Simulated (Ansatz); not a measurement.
Al2Cu in space group I4/mcm (No. 140; Al on 8h, Cu on 4a) at seven volumes, the program Ansatz at the r²SCAN level (PAW), shape and atoms relaxed at each. One row is withheld.

| V (Å³/atom) | P (GPa) |
|---|---|
| 13.102 | 13.32 |
| 13.534 | ? |
| 13.966 | 3.74 |
| 14.398 | 0.01 |
| 14.830 | -3.15 |
| 15.262 | -5.80 |
| 15.694 | -8.05 |

Q: Fit the shown pressures and predict the withheld one.

A: P = (3/2)B₀(x^(7/2) − x^(5/2))[1 + (3/4)(B′ − 4)(x − 1)] with x = (V₀/V)^(2/3). Least squares on the six rows gives V₀ = 14.399 Å³/atom, B₀ = 114 GPa, B′ = 4.55. At V = 13.534, x = 1.0422 and P = 8.13 GPa. The run itself gave 8.14 GPa.

Symmetry was held in the r²SCAN relaxation. The run is not spin-polarised.

Potentials: the later of the program's two PAW sets.
